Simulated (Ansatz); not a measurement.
# Run on MnZn (Pm-3m) — spiral at q = 0

Level of theory: DFT, LDA, all-electron LAPW, scalar-relativistic in Ansatz.

Command: `ansatz run input.yaml --threads 2 --pin off --max-ram 5120MiB --backend cpu --events-out ev --progress --plain --runs-dir out`

```yaml
crystal:
  lattice:
    - [3.07, 0.0, 0.0]
    - [0.0, 3.07, 0.0]
    - [0.0, 0.0, 3.07]
  atoms:
    - { symbol: Mn, position: [0.0, 0.0, 0.0], spin: 3.0, spin_axis: [1.0, 0.0, 0.0] }
    - { symbol: Zn, position: [0.5, 0.5, 0.5] }
magnetization:
  noncollinear: true
  spin_spiral: { q: [0.0, 0.0, 0.0] }
kpoints:
  mp_grid: { grid: [12, 12, 12] }
scf:
  occupations: { method: fermi_dirac, width: 0.03 }
  lower_state_search: "off"
hamiltonian:
  xc: lda
  pseudopotentials: { kind: all_electron, lapw: { basis_error: 0.001 } }
output:
  eigenvalues: false
```

The program prints:

```
settings of this run that can trade accuracy for cost: output.eigenvalues: false. Do not mix this run's numbers with those of runs without the same settings; the input reference describes each key
LAPW: plane waves up to 8.310 Å⁻¹, error target 1.0e-3 eV per atom; small_component_spin mean_spin; Mn in spheres of 1.321 Å, 15 of its electrons in bands, Dirac shells []; Zn in spheres of 1.338 Å, 20 of its electrons in bands, Dirac shells [] (how accurate: hamiltonian.pseudopotentials.lapw.basis_error, Limitations)
Engine: ansatz 0.2.0
Pseudopotentials: kind: all_electron
Pseudopotential: Mn, LAPW, valence charge 15, lapw/all_electron/scalar/gaussian/Mn, Koelling and Harmon's equation, gaussian nucleus
Pseudopotential: Zn, LAPW, valence charge 20, lapw/all_electron/scalar/gaussian/Zn, Koelling and Harmon's equation, gaussian nucleus
Functional definition: SPW92
  exchange = slater_x
  correlation = pw_c
Crystal: 2 atoms, lattice volume = 28.934 Å³
Basis set: ecut = 263.09746544555446 eV, 257 PW (Γ), exchange–correlation at level 2
Bands: 44, of which v1, the nominal top of the filled ones, is band 35 counted from 1 (34 counted from 0)
Symmetry: 48 space group operations
k-points: 84 of 1728
Spin spiral: q = (0, 0, 0) of the reciprocal vectors; moments are told in the frame that turns with it, a site's in that at the site
Non-local potential: Mn, projectors of the file, none
Non-local potential: Zn, projectors of the file, none
Initial density: superposition of atomic densities (chi_scale 0.1, normalization cell)
Starting moments: Σ|m| = 3 μB on 1 of 2 sites
Initial wavefunctions: plane waves of lowest kinetic energy (no species holds an atomic orbital)
Functional: x = slater, c = lda
iter 1 solved again at ethr=2.57e-3 eV; its pass at ethr=1.00e-1 eV (dr2=8.99e-1 eV) is discarded
SCF iter   1: F=—  HF=-80271.044719 eV  |F-HF|=—  |Δ(HF+E_count)|=         —  Δρ=4.18e-2  dr2=8.99e-1  dr2_m=8.84e-3  ethr=2.57e-3  |M|=2.97e0 ∫|m|=3.13e0 μB  β_m=1.00  ⟨swp⟩=2.0  Hψ=23771  notcnv=0
preconditioner: auto → none  [metal: Δε(μ)=0.033 eV  Ē_g=7.376 eV  σ=0.030 eV  W_gap=0.26  n_scr=6 (ndim 8)  ℏωp=30.1 eV  f_vac=0.000  D(μ)=0.93/eV (n_scr^D=6)]
SCF iter   2: F=—  HF=-80270.808771 eV  |F-HF|=—  |Δ(HF+E_count)|=   2.36e-1  Δρ=2.86e-2  dr2=3.32e-1  dr2_m=1.27e-3  ethr=2.57e-3  |M|=2.91e0 ∫|m|=3.11e0 μB  β_m=0.30  ⟨swp⟩=2.9  Hψ=11560  notcnv=0
iter 3 solved again at ethr=6.17e-5 eV; its pass at ethr=9.49e-4 eV (dr2=2.16e-2 eV) is discarded
SCF iter   3: F=—  HF=-80270.390657 eV  |F-HF|=—  |Δ(HF+E_count)|=   4.18e-1  Δρ=7.16e-3  dr2=2.16e-2  dr2_m=1.53e-3  ethr=6.17e-5  |M|=2.98e0 ∫|m|=3.21e0 μB  β_m=1.00  ⟨swp⟩=2.0  Hψ=19162  notcnv=0
SCF iter   4: F=—  HF=-80270.374565 eV  |F-HF|=—  |Δ(HF+E_count)|=         —  Δρ=3.82e-3  dr2=3.15e-3  dr2_m=1.05e-4  ethr=6.17e-5  |M|=2.99e0 ∫|m|=3.24e0 μB  β_m=1.00  ⟨swp⟩=2.0  Hψ=11129  notcnv=0
the basis was enlarged: its passes take 1.2 MiB over the memory plan, 2 of 2 planned eigensolver slots
SCF iter   5: F=—  HF=-80270.370253 eV  |F-HF|=—  |Δ(HF+E_count)|=   4.31e-3  Δρ=1.18e-3  dr2=2.87e-4  dr2_m=4.14e-5  ethr=8.99e-6  |M|=3.00e0 ∫|m|=3.26e0 μB  β_m=0.30  ⟨swp⟩=2.1  Hψ=10751  notcnv=0
Mixer restart at iter 5: flushing history
spin-set hold released at iteration 5 (site moments contracting): the magnetisation degrees of freedom join the quasi-Newton model from the next iteration; the mixer history was flushed
SCF iter   6: F=—  HF=-80270.370157 eV  |F-HF|=—  |Δ(HF+E_count)|=   9.58e-5  Δρ=8.44e-4  dr2=1.85e-4  dr2_m=2.86e-5  ethr=8.20e-7  |M|=3.00e0 ∫|m|=3.26e0 μB  β_m=0.56  ⟨swp⟩=2.0  Hψ=10618  notcnv=0
SCF iter   7: F=—  HF=-80270.370435 eV  |F-HF|=—  |Δ(HF+E_count)|=   2.78e-4  Δρ=5.41e-4  dr2=1.36e-4  dr2_m=1.44e-5  ethr=5.29e-7  |M|=3.01e0 ∫|m|=3.27e0 μB  β_m=0.54  ⟨swp⟩=2.0  Hψ=10619  notcnv=0
SCF iter   8: F=—  HF=-80270.370439 eV  |F-HF|=—  |Δ(HF+E_count)|=   3.98e-6  Δρ=6.19e-4  dr2=1.78e-4  dr2_m=1.82e-7  ethr=3.89e-7  |M|=3.01e0 ∫|m|=3.27e0 μB  β_m=0.39  ⟨swp⟩=3.0  Hψ=11018  notcnv=0
SCF iter   9: F=—  HF=-80270.370210 eV  |F-HF|=—  |Δ(HF+E_count)|=   2.29e-4  Δρ=1.52e-4  dr2=5.77e-6  dr2_m=9.15e-7  ethr=3.89e-7  |M|=3.01e0 ∫|m|=3.27e0 μB  β_m=0.63  ⟨swp⟩=2.4  Hψ=10664  notcnv=0
SCF iter  10: F=—  HF=-80270.370210 eV  |F-HF|=—  |Δ(HF+E_count)|=   1.45e-7  Δρ=2.92e-5  dr2=2.24e-7  dr2_m=1.29e-8  ethr=1.65e-8  |M|=3.01e0 ∫|m|=3.27e0 μB  β_m=0.69  ⟨swp⟩=2.1  Hψ=10621  notcnv=0
SCF iter  11: F=-80270.370210 eV  HF=-80270.370210 eV  |F-HF|=3.35e-10  |Δ(HF+E_count)|=   2.64e-8  Δρ=3.29e-6  dr2=3.07e-9  dr2_m=3.01e-10  ethr=6.39e-10  |M|=3.01e0 ∫|m|=3.27e0 μB  ⟨swp⟩=2.0  Hψ=10616  notcnv=0
SCF 1 converged in 11 iterations: F = -80270.370210 eV  dr2 = 3.07e-9
SCF converged after 11 iterations
Magnetization: |M| = 3.0092 μB,  M = (+3.0092, -0.0000, +0.0000) μB
Absolute magnetization: 3.2703 μB (∫|m|)
  site 0: m = (+3.0718, -0.0000, +0.0000) μB, |m| = 3.0718 μB  (R = 1.32 Å)
  site 1: m = (-0.0738, +0.0000, +0.0000) μB, |m| = 0.0738 μB  (R = 1.34 Å)
Free energy (F): -80270.370210 eV
Harris-Foulkes:  -80270.370210 eV  (|F-HF|=3.35e-10)
Internal energy: -80270.367472 eV  (E = F + TS)
E sigma→0 (E₀):  -80270.368841 eV
Entropy (-TS):   -0.002738 eV (-1.369 meV/atom)
Fermi energy:    14.251172 eV
--- Per-component energies (eV) ---
  E_band       = -763.594218
  E_kinetic    = 81523.781341
  E_xc         = -3240.528067
  E_electrostatic = -158553.620746  (all electrons and nuclei)
  E_smearing   = -0.002738  (= −TS)
  E_closure    = 0.000000  (closes the sum)
  E_atoms      = -80258.604913  (free atoms, spherical and without spin; not in F)
  Σ components = -80270.370210   (vs F -80270.370210, Δ=0.00e0)
  Basis errors (estimates in eV, not in F): energy 2.6e-4 per atom: plane waves 2.4e-4 (1.3e-4 summed), levels above the bands 2.2e-72, relativity 2.1e-9, radial functions 2.1e-5, core shells 3.1e-9; eigenvalues (radial functions only) 2.3e-6; not estimated: angular momenta, meshes, grids; target (lapw.basis_error) 1.0e-3; muffin-tin radii Mn 1.321 Å, Zn 1.338 Å
settings of this run that can trade accuracy for cost: output.eigenvalues: false. Do not mix this run's numbers with those of runs without the same settings; the input reference describes each key
```

Site moments (μB): Mn1 3.07, Zn2 -0.07. Cell moment 3.01 μB in the turning frame.

The Ansatz runs typed with the search for lower states off end where their start leads. None of this fixes the real material's magnetic order: only patterns that fit the cell were computed, without spin fluctuations and on one mesh and smearing, with a functional that can overstate moments.

It took 89 s on 2 threads of Arm Neoverse V1, on a shared host, peak memory 0.72 GiB.
